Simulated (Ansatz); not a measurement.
**Mn, beta-Sn type: geometry optimisation**

Theory: Ansatz, DFT, PBEsol, plane waves (420 eV) with PAW, scalar-relativistic. (PAW data from PBE, frozen cores regenerated.)

k-point mesh 14×14×10, Fermi-Dirac smearing 0.05 eV, starting moments 3.00, -3.00 μB. Cell and atoms relax.

Starting structure:

```
Mn
1.0
    -2.24386    2.24386    1.22515
     2.24386   -2.24386    1.22515
     2.24386    2.24386   -1.22515
Mn
2
Direct
  0.00000 0.00000 0.00000
  0.75000 0.25000 0.50000
```

Q: What cell does the relaxation end in?

A: P6_3/mmc with a = 2.452 Å, c = 3.964 Å (c/a = 1.617); 10.32 Å³ per atom against 12.34 at the start (-16.4 %).

The cell has left the beta-Sn structure type; it ends in P6_3/mmc.

Q: How much energy does the relaxation gain?

A: 624.5 meV per atom.

The k-point mesh keeps fewer symmetry operations than the starting structure has, so the cell can leave it.

Q: Which magnetic state does it end in?

A: non-magnetic.
